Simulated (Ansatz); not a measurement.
Mg₂SeS:
```xyz
4
Lattice="4.0989 0.0000 0.0000 0.0000 4.0989 0.0000 0.0000 0.0000 5.7845" Properties=species:S:1:pos:R:3 pbc="T T T"
Mg     2.0495     0.0000     4.2625
Mg     0.0000     2.0495     1.5221
Se     2.0495     2.0495     0.0000
S      0.0000     0.0000     2.8923
```

Plane-wave PAW PBEsol (Ansatz code) gives a gap of 2.71 eV without spin–orbit coupling, maximum at Γ, minimum at Γ.

### Question
What happens when spin–orbit coupling is switched on?

### Answer
The gap drops by 0.11 eV, to 2.60 eV; maximum at Γ, minimum at Γ.

### Question
Give the electron effective mass with spin–orbit coupling.

### Answer
0.22, 0.24, 0.24 mₑ (principal values).

### Question
Give the hole effective mass with spin–orbit coupling.

### Answer
0.42, 0.42, 1.5 mₑ (principal values).

Space group P-4m2. The workflow started from a Materials Project entry (that database holds measured and hypothetical structures alike); the Crystallography Open Database copy checked does not list it. Its standing as an ambient phase is unchecked. The cell was relaxed with PBEsol under the symmetry of its start; of distortions, only those at the zone centre were tested.

Potentials: the later of the program's two PAW sets.
